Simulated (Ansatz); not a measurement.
Here is the system:

AlIr:
```cif
data_Al4Ir4
_chemical_formula_sum 'Ir4 Al4'
_space_group_name_H-M_alt 'Fm-3m'
_space_group_IT_number 225
_space_group_name_Hall '-F 4 2 3'
_cell_length_a 5.00807
_cell_length_b 5.00807
_cell_length_c 5.00807
_cell_angle_alpha 90.000
_cell_angle_beta 90.000
_cell_angle_gamma 90.000
loop_
_atom_site_label
_atom_site_type_symbol
_atom_site_symmetry_multiplicity
_atom_site_Wyckoff_symbol
_atom_site_fract_x
_atom_site_fract_y
_atom_site_fract_z
_atom_site_occupancy
Ir1 Ir 4 a 0.00000 0.00000 0.00000 1
Al1 Al 4 b 0.50000 0.50000 0.50000 1
```
(The calculation used a cell of 2 atoms; values per cell refer to that cell.)

This is the r²SCAN-relaxed structure.

Problem. All from r²SCAN (plane waves, PAW; program Ansatz), unless another level is named. Give the HSE06 gap on the r²SCAN cell.

Solution. 0.10 eV (a hybrid on a coarse mesh can open a false gap in a semimetal).

Problem. Give the formation energy from the elements (no fitted shifts).

Solution. -0.036 eV/atom.

The start of the workflow was typed in or built on a structure type; neither database checked (COD, Materials Project) lists it. Whether it is the stable phase at ambient conditions was not checked. The r²SCAN relaxation kept the symmetry of its start. At this level the phase is mechanically unstable. No spin polarisation was allowed. The references are the lowest solids computed at this level, not always the standard phases. Scalar-relativistic: spin–orbit coupling is off unless named, which matters more the heavier the elements.

Potentials: the later of the program's two PAW sets.
